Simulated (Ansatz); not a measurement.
ZnS (zinc blende)

```yaml
crystal:
  lattice:
    - [0.00000, 5.38911, 5.38911]
    - [2.69456, 0.00000, 2.69456]
    - [2.69456, 2.69456, 0.00000]
  atoms:
    - { symbol: S, position: [0.37500, 0.75000, 0.75000] }
    - { symbol: S, position: [0.87500, 0.75000, 0.75000] }
    - { symbol: Zn, position: [0.00000, 0.00000, 0.00000] }
    - { symbol: Zn, position: [0.50000, 0.00000, 0.00000] }
```

A phonon eigenvector at L = (0.5, 0.0, 0.0) is frozen into this cell: atom i moves by Q times the vector below, so Q is the largest atomic displacement, in Å. The cell is held. (q is in reciprocal vectors of the primitive cell; the cell shown is doubled to hold the pattern.)

```tsv
atom	x	y	z
S1	-0.143	0.143	0.143
S2	0.143	-0.143	-0.143
Zn3	-0.577	0.577	0.577
Zn4	0.577	-0.577	-0.577
```

Calculation: r2SCAN (plane waves to 500 eV, PAW, scalar-relativistic; Ansatz, a quantum-chemistry and plane-wave program). k mesh 11×11×11 (Γ-centred), Fermi-Dirac smearing 0.05 eV. ZnS was relaxed with its symmetry unable to fall. 

```tsv
Q (Å)	−dE/dQ from forces (eV/Å)
-0.180	3.436
-0.150	2.865
-0.120	2.293
-0.090	1.721
-0.060	1.148
-0.030	0.574
0.000	0.000
0.030	-0.574
0.060	-1.148
0.090	-1.721
0.120	-2.293
0.150	-2.865
0.180	-3.436
```

Problem. What harmonic wavenumber does the curvature at Q = 0 give?

Solution. 197 cm⁻¹. E″ = 19.13 eV/Å², M = Σ mᵢ|uᵢ|² = 134.7 u, ν̃ = 521.5·√(|E″|/M).

(For displaced atoms, the force is minus the slope of the energy, and its curvature is a force constant, which sets phonon frequencies.)
